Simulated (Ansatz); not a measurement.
**Structure optimisation: tellurium, simple cubic**

All numbers below come from DFT, BLYP, plane waves (420 eV) with PAW, scalar-relativistic in Ansatz 0.2.0. The PAW files were generated under PBE, with cores re-solved for the functional.

k-point mesh 10×10×10, Fermi-Dirac smearing 0.1 eV, no spin polarisation. Cell and atoms relax.

Starting structure:

```
CELL_PARAMETERS angstrom
3.14622 0.00000 0.00000
0.00000 3.14622 0.00000
0.00000 0.00000 3.14622
ATOMIC_POSITIONS crystal
Te 0.00000 0.00000 0.00000
```

Q: The pressure at the start is 7.4 GPa. By how much does the volume change?

A: From 31.14 to 35.76 Å³ per atom, 14.8 %. The final cell has a = 3.295 Å.

Q: How much energy does the relaxation gain?

A: 93.8 meV per atom.
